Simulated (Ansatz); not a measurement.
**SiO2: pressure against volume**

Reference cell: a structure deposited in the COD, its atoms then relaxed with PBE in this cell.

```yaml
crystal:
  lattice:
    - [4.16670, 0.00000, 0.00000]
    - [0.00000, 4.16670, 0.00000]
    - [0.00000, 0.00000, 2.66450]
  atoms:
    - { symbol: Si, position: [0.00000, 0.00000, 0.00000] }
    - { symbol: Si, position: [0.50000, 0.50000, 0.50000] }
    - { symbol: O, position: [0.30526, 0.30526, 0.00000] }
    - { symbol: O, position: [0.19474, 0.80526, 0.50000] }
    - { symbol: O, position: [0.69474, 0.69474, 0.00000] }
    - { symbol: O, position: [0.80526, 0.19474, 0.50000] }
```

Atom numbers follow the list; atoms alike are taken as one site, whose name carries the number of the first.

All values are calculated (Ansatz; DFT, PBE, plane waves and PAW, scalar-relativistic, 420 eV cutoff, Γ-centred 7×7×11 k-points, Fermi–Dirac smearing 0.02 eV), not measured.

The cell is scaled uniformly, and the ions relax again at each size.

| V/V₀ | pressure (GPa) | gap on the k-mesh (eV) |
| --- | --- | --- |
| 0.94 | 36.2 | 6.78 |
| 0.96 | ? | ? |
| 0.98 | 19.7 | 6.04 |
| 1.00 | 12.6 | 5.70 |
| 1.02 | 6.3 | 5.37 |
| 1.04 | 0.5 | 5.06 |
| 1.06 | -4.6 | 4.76 |

(1) Estimate the row at V/V₀ = 0.96 and the bulk modulus.

## Answers

(1) pressure (GPa): 27.5; gap on the k-mesh (eV): 6.40. Worked: a parabola in ln(V/V₀) through the other 6 rows gives 27.6 GPa there. It crosses zero pressure at V/V₀ = 1.042, the equilibrium volume of this functional, where the bulk modulus is B = −dP/d ln V = 279 GPa. The shape of the cell is held, so in this non-cubic crystal both values are those of uniform scaling, and B is an upper bound to the hydrostatic one. The gap falls as the cell grows, by 0.168 eV per per cent of volume.

PBE gaps are too small, by a third to a half in many semiconductors; their changes with volume are better.
